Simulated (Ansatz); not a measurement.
SiC:
```
CELL_PARAMETERS angstrom
      3.07776     0.00000     0.00000
     -1.53888     2.66541     0.00000
      0.00000     0.00000    10.07751
ATOMIC_POSITIONS crystal
  Si 0.66667 0.33333 0.93784
  Si 0.33333 0.66667 0.43784
  Si 0.00000 0.00000 0.68789
  Si 0.00000 0.00000 0.18789
  C  0.66667 0.33333 0.74980
  C  0.33333 0.66667 0.24980
  C  0.00000 0.00000 0.50046
  C  0.00000 0.00000 0.00046
```

Relaxed with r²SCAN.

Give the Bader charges and basin volumes of the independent atoms, r²SCAN (plane waves, PAW; program Ansatz).



```csv
atom,Bader charge (e),Bader volume (Å³)
Si1,+2.87,4.3
Si3,+2.88,4.2
C5,-2.87,16.4
C7,-2.88,16.4
```

Space group P6_3mc (4H polytype). The r²SCAN relaxation kept the symmetry of its start.

Potentials: the earlier of the program's two PAW sets. The files were generated under PBE; for other functionals the program regenerates the frozen cores, and for LDA and PBEsol the local potential too.
